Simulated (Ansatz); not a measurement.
**CsPbBr3: excitons and shallow donors from band masses and screening**

Level of theory: Ansatz, DFT PBE, scalar-relativistic, plane waves, PAW.

Cutoff 420 eV; k points 6×6×6 on the computed 5-atom cell (Γ-centred); Gaussian smearing, width 0.02 eV; no spin polarisation.

Relaxed cell: Pm-3m, a = 6.003 Å, b = 6.003 Å, c = 6.003 Å, α = 90.00°, β = 90.00°, γ = 90.00°, 5 atoms in the primitive cell. Whether it is the stable form of this composition wasn't checked.

The calculation gives a Kohn–Sham gap of 1.78 eV, an electron mass of 0.225 mₑ and a hole mass of 0.178 mₑ (harmonic means over x, y, z and over the bands degenerate at each edge), and ε∞ = 4.77 (independent particles, mean of the diagonal).

Estimate the binding energy and radius of a Wannier–Mott exciton and of a shallow donor, and say whether the hydrogenic model can hold.

The reduced mass is μ = mₙmₕ/(mₙ + mₕ) = 0.0994 mₑ, with mₙ and mₕ the band masses. With E_b = 13.606 eV × μ/ε² and a = 0.529 Å × ε/μ (μ in mₑ) the exciton has E_b = 59 meV and a = 25 Å. For a donor μ is the electron mass: 135 meV and 11.2 Å. The exciton's radius is 4 times the shortest lattice vector (6.00 Å), so the continuum picture is reasonable. In a polar crystal the ions screen too, so a state bound more weakly than an optical phonon feels the larger static constant, which lowers the energy and widens the orbit. The other way, the small Kohn–Sham gap and the missing local fields make ε∞ too large and the masses tend to be too light, which underbinds.

Spin-orbit coupling is left out, which matters for the bands of heavy elements.

Symmetry holds off the tilts and polar distortions that many cubic perovskites undergo.

Cost: 4 runs of about 1 core-minutes in all, on AMD EPYC 9R45 (Zen 5) (shared hosts).